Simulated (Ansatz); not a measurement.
ZnO (wurtzite)

```
CELL_PARAMETERS angstrom
      3.23518     0.00000     0.00000
     -1.61759     2.80175     0.00000
      0.00000     0.00000     5.21141
ATOMIC_POSITIONS crystal
  Zn 0.66667 0.33333 0.00241
  Zn 0.33333 0.66667 0.50241
  O  0.66667 0.33333 0.62279
  O  0.33333 0.66667 0.12279
```

In this cell atom 4 (O, nearest neighbour Zn at 1.970 Å; its periodic images, 3.2 Å or more away, move with it) is moved by s along Cartesian [111], unit vector (0.577, 0.577, 0.577); all other atoms and the cell stay fixed.

Calculation: r2SCAN (plane waves to 500 eV, PAW, scalar-relativistic; Ansatz, a first-principles code). k mesh 9×9×5 (Γ-centred), Fermi-Dirac smearing 0.05 eV. The energy includes the smearing's −TS. ZnO was relaxed with its symmetry unable to fall. ΔE is measured from the undisplaced structure.

```tsv
s (Å)	ΔE (meV/cell)
-0.200	242.7
-0.160	147.6
-0.120	79.0
-0.080	33.5
-0.040	8.0
0.000	0.0
0.040	7.4
0.080	28.4
0.120	61.5
0.160	withheld
0.200	159.4
```

### Question
Fit a polynomial form (powers 2, 3, 4) to the given rows and predict ΔE at s = 0.160.

### Answer
Least squares on the 10 given rows: ΔE = (4790)·s² + (-5194)·s³ + (5879)·s⁴, in meV/cell with s in Å; root-mean-square residual 0.14 meV/cell. At 0.160 the fit gives 105.2 meV/cell; the calculation gives 105.5 meV/cell, so the interpolation is off by -0.3 (-0.3 %). The quadratic term alone would give 122.6 meV/cell.

(For displaced atoms, the force is minus the slope of the energy, and its curvature is a force constant, which sets phonon frequencies.)
